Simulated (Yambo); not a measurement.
Data:

```
Na3P
1.0
    4.92022     0.00000     0.00000
   -2.46011     4.26104     0.00000
    0.00000     0.00000     8.76521
Na P
6 2
Direct
  0.00000   0.00000   0.25000
  0.00000   0.00000   0.75000
  0.33333   0.66667   0.58022
  0.66667   0.33333   0.41978
  0.66667   0.33333   0.08022
  0.33333   0.66667   0.91978
  0.33333   0.66667   0.25000
  0.66667   0.33333   0.75000
```

Workflow: norm-conserving PBEsol (Quantum ESPRESSO, 88 Ry, scalar-relativistic), then G0W0 in Yambo (3×3×2 Γ-centred k mesh, bands 7 to 265 and a 7 Ry block in the screening, 265 bands in G with the Bruneval-Gonze terminator, plasmon pole fitted at 27.2 eV).

Give the PBEsol and G0W0 gaps between the band edges found on this mesh, and say where the edges lie.

Edges: Γ → Γ. PBEsol: 0.44 eV; G0W0: 1.09 eV. Nearest settings tried, and what they do to the gap: 171 bands in G: -11 meV; 6 Ry block (325 vectors against 385): -13 meV; 3×3×1 mesh: -81 meV. Not varied: bands in W. So the settings aren't converged at that level. 

Geometry of the Materials Project entry, not relaxed at this level.
